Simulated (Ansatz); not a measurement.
**B5W2, a database entry at a rescaled volume**

```xyz
7
Lattice="1.5086 0.8710 6.9910 -1.5086 0.8710 6.9910 0.0000 -1.7420 6.9910" Properties=species:S:1:pos:R:3 pbc="T T T"
B     0.0000    0.0000    3.9010
B     0.0000    0.0000   17.0721
B     0.0000    0.0000    6.9840
B     0.0000    0.0000   13.9891
B     0.0000    0.0000   10.4866
W     0.0000    0.0000    1.5730
W     0.0000    0.0000   19.4001
```

Single point in Ansatz 0.2.0 with r2SCAN, no spin polarisation. Cutoff 500 eV, PAW datasets, 8×8×8 Γ-centred k mesh, fermi-dirac filling (width 0.1341 eV).

Task: Is there a gap?

Result: It is a metal, with about 2 states/eV a cell as the mean within 0.25 eV of the Fermi level, mostly W d (61 %) and B p (25 %).

Task: Which element gives electrons and which takes them?

Result: Bader charges in e: B -0.59 to -0.27, W +1.11. In the mean W gives up most and B takes most, against the order of Pauling's electronegativities.

Task: Which atom feels the largest force, and which way?

Result: The largest is on W7 (and as large on other atoms): 0.55 eV/Å, components (0.00, 0.00, -0.55). It makes 49° with the line to a nearest neighbour, B1 at 2.31 Å.

Task: Is it stable against the elements?

Result: 0.33 eV an atom against the elements' usual phases (free molecules for gases, crystals otherwise, with no correction for O₂ or N₂), so at this geometry it isn't bound against them. Relaxing would lower it.

Task: What does the stress say?

Result: The pressure is 21.1 GPa (compression positive), so with the atoms held at these fractions the cell would first expand. The principal stresses 18.0, 22.6, 22.6 GPa differ, so its shape would change too.

Origin: a database entry at a rescaled volume. Caveats: the k mesh is coarse if the cell is a metal; atoms or cell far from equilibrium.
